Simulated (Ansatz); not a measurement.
# SiAs4 (P-3m1)

Method: DFT PBE, scalar-relativistic, plane waves, PAW in Ansatz.

Settings: cutoff 420 eV, Γ-centred mesh 12×12×4 on the computed 5-atom cell, Gaussian smearing of 0.10 eV; no spin polarisation.

The structure is relaxed at this level of theory with its symmetry kept, and needn't be the ground state of this composition.

```yaml
crystal:
  lattice:
    - [3.50299, 0.00000, 0.00000]
    - [-1.75150, 3.03368, 0.00000]
    - [0.00000, 0.00000, 10.33306]
  atoms:
    - { symbol: Si, position: [0.00000, 0.00000, 0.00000] }
    - { symbol: As, position: [0.33333, 0.66667, 0.85052] }
    - { symbol: As, position: [0.33333, 0.66667, 0.43075] }
    - { symbol: As, position: [0.66667, 0.33333, 0.14948] }
    - { symbol: As, position: [0.66667, 0.33333, 0.56925] }
```

Formation energy from the elements' standard states (uncorrected)?

+0.217 eV/atom.

Kohn–Sham band gap?

none (metal).

Density of states at the Fermi level?

2.3 states/eV per cell.

Orbital (Löwdin) character within 0.5 eV of the Fermi level?

As 4p 86 %.

Bader charge by site (e)?

Si (1 in the cell) 0.57, As (2 in the cell) -0.31, As (2 in the cell) 0.03.

The cell holds layers, chains or molecules and no dispersion correction was added, so their binding is poorly described.

The cell was found from a structure generator's guess, not taken from experiment. Löwdin shares on free-atom orbitals overweight diffuse shells.
